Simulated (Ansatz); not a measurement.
**Eu on a Yb site in YbCu4Au, calculated**

Level of theory: PBEsol, collinear spin, scalar-relativistic; Ansatz, plane waves to 420 eV (PAW set soft_2), k-mesh 3×3×3.

The relaxed host crystal (no gap at this level of theory):

```yaml
crystal:
  lattice:
    - [0.00000, 3.49781, 3.49781]
    - [3.49781, 0.00000, 3.49781]
    - [3.49781, 3.49781, 0.00000]
  atoms:
    - { symbol: Au, position: [0.25000, 0.25000, 0.25000] }
    - { symbol: Cu, position: [0.62439, 0.12683, 0.62439] }
    - { symbol: Cu, position: [0.62439, 0.62439, 0.12683] }
    - { symbol: Cu, position: [0.62439, 0.62439, 0.62439] }
    - { symbol: Cu, position: [0.12683, 0.62439, 0.62439] }
    - { symbol: Yb, position: [0.00000, 0.00000, 0.00000] }
```

Supercell of 24 atoms, rows of the matrix [[1,1,-1],[-1,1,-1],[-1,1,1]] times the cell vectors; Eu on a Yb site at (0.000, 0.000, 0.000) in fractions of the cell above. Atoms are relaxed at the host's cell, from a start shaken by 0.03 Å near the defect. The cell loses 1 of its 4 Yb, so this is a heavily doped crystal.

Task: How does the lattice relax around the defect?

Result: Distances from the Eu atom (Å), by shell of the perfect crystal:

```csv
shell,perfect crystal,"relaxed, charge 0"
12 Cu,2.90,2.92
4 Au,3.03,3.06
```

```
charge  moment of the cell (μB)  moment on Eu (μB)  4f electrons on Eu  gap of the cell on the mesh (eV)
     0                     7.26               6.54                 6.7                              0.00
```

Formation energy of the neutral defect: 0.30 eV, taking atoms from and to the elements' standard states (no corrections for gases), so it belongs to those chemical potentials alone.

Caveats: 4f shell without a U, which puts 4f levels too near the Fermi level; open f or d shells may hold a state above the lowest; small supercell, so energies and levels can be off by tenths of an eV; one random start near the defect, so other minima are possible.
